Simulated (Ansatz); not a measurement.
MgTePb2O6:
```xyz
10
Lattice="0.0000 3.9865 3.9865 3.9865 0.0000 3.9865 3.9865 3.9865 0.0000" Properties=species:S:1:pos:R:3 pbc="T T T"
Mg     0.0000     0.0000     0.0000
Te     3.9865     3.9865     3.9865
Pb     5.9798     5.9798     5.9798
Pb     1.9933     1.9933     1.9933
O      3.9865     2.0597     3.9865
O      3.9865     5.9134     3.9865
O      5.9134     3.9865     3.9865
O      2.0597     3.9865     3.9865
O      3.9865     3.9865     2.0597
O      3.9865     3.9865     5.9134
```

Relaxed with PBEsol. Special points in fractions of this cell's reciprocal vectors: Γ (0.000, 0.000, 0.000); X (0.500, 0.000, 0.500); U (0.625, 0.250, 0.625); K (0.375, 0.375, 0.750); L (0.500, 0.500, 0.500); W (0.500, 0.250, 0.750).

Problem. List the band energies nearest the valence-band maximum at these points for PBEsol with spin–orbit coupling in the plane-wave PAW code Ansatz.

Solution. In eV from the valence-band maximum; about four levels below and three above (degenerate sets whole), none deeper than 8.9 eV; points with the same levels are listed once.

```
k                    below                above
-  -----------------------  -------------------
Γ  -0.06 -0.06 -0.06 -0.06  2.53 2.53 5.33 5.33
X    -0.03 -0.03 0.00 0.00  2.64 2.64 3.82 3.82
U  -0.27 -0.27 -0.22 -0.22  3.18 3.18 3.81 3.81
L  -0.54 -0.54 -0.50 -0.50  3.40 3.40 3.52 3.52
W  -0.31 -0.31 -0.30 -0.30  3.40 3.40 3.67 3.67
```

Space group Fm-3m. The workflow started from a Materials Project entry (that database holds measured and hypothetical structures alike); the Crystallography Open Database files this formula in space group No. 225, but the cells were not matched. Whether it is the stable phase at ambient conditions was not checked. The cell was relaxed with PBEsol under the symmetry of its start; whether a distortion lowers the energy is not shown.

Potentials: the later of the program's two PAW sets.
